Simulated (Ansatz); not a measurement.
## Computed properties of Ga3Mo

Ga3Mo:
Space group Pm-3m (No. 221); a = b = c = 3.910 Å, α = β = γ = 90.00°

```csv
atom,site,symmetry,x,y,z
Ga,3c,4/mm.m,0.0000,0.5000,0.5000
Mo,1a,m-3m,0.0000,0.0000,0.0000
```

Space group Pm-3m (No. 221), Cu3Au type; conventional cell a = 3.9103 Å, b = 3.9103 Å, c = 3.9103 Å, α = 90.00°, β = 90.00°, γ = 90.00°.

Method: PBEsol (plane waves, PAW; program Ansatz). Geometry: relaxed at this level of theory. Other levels are named where they apply.

Cell and energy:

```json
{
  "volume_per_atom": "14.95 Å³",
  "density": "8.47 g/cm³",
  "Formation energy from the elements (no fitted shifts)": "0.12 eV/atom"
}
```

Electronic structure:

```json
{
  "electronic_character": "metallic (no gap)",
  "Density of states at the Fermi level": "1.1 states/eV per atom (mean over ±0.08 eV)",
  "Gap with spin–orbit coupling": "none (metallic)"
}
```

Mechanics:

```json
{
 "Bulk modulus (Birch–Murnaghan fit)": "136 GPa",
 "Pressure derivative B′": "4.6",
 "Elastic constants (relaxed ions, GPa)": "C11 = 69.1, C12 = 168, C44 = 46.8",
 "mechanical_stability": "unstable (C has a negative eigenvalue)"
}
```

Phonons:

```json
{
  "highest_zone_centre_frequency": "215 cm⁻¹",
  "zone_centre_stability": "no imaginary mode at Γ"
}
```

The cell is a constructed one: a structure type filled with these elements; neither database checked (COD, Materials Project) lists it. Its standing as an ambient phase is unchecked. The PBEsol relaxation kept the symmetry of its start. The run is not spin-polarised. As this level gives no gap, shear constants depend on the k-mesh and smearing (Fermi–Dirac, 0.1 eV here). As this level gives no gap, phonon frequencies hold no LO–TO term and depend on the k-mesh and smearing (Fermi–Dirac, 0.1 eV here). The references are the lowest solids computed at this level, not always the standard phases. Scalar-relativistic: spin–orbit coupling is off unless named, which matters more the heavier the elements.

Potentials: the earlier of the program's two PAW sets. The files were generated under PBE; for other functionals the program regenerates the frozen cores, and for LDA and PBEsol the local potential too.
